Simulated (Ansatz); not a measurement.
ZnO:
```
ZnO
1.0
    3.23502     0.00000     0.00000
   -1.61751     2.80161     0.00000
    0.00000     0.00000     5.21142
Zn O
2 2
Direct
  0.66667   0.33333   0.50033
  0.33333   0.66667   0.00033
  0.66667   0.33333   0.87998
  0.33333   0.66667   0.37998
```

Cartesian axes are those of the cell as given.

**Question.** Give the high-frequency dielectric tensor and the Born effective charge tensors of the independent atoms from DFPT, plane-wave PAW r²SCAN (Ansatz code).

**Answer.** 
ε∞:
```
4.34  0.00  0.00
0.00  4.34  0.00
0.00  0.00  4.40
```
Z* of atom 1 (Zn), rows: field, columns: displacement, in e:
```
2.09  0.00  0.00
0.00  2.09  0.00
0.00  0.00  2.14
```
Z* of atom 3 (O), rows: field, columns: displacement, in e:
```
-2.09   0.00   0.00
 0.00  -2.09   0.00
 0.00   0.00  -2.14
```

Static charges for comparison (Bader): Zn1 +1.29, O3 -1.29 e. Born charges measure polarisation by displacement and can exceed these by far.

Space group P6_3mc (wurtzite). Symmetry was held in the r²SCAN relaxation.

Potentials: the earlier of the program's two PAW sets. The files were generated under PBE; for other functionals the program regenerates the frozen cores, and for LDA and PBEsol the local potential too.
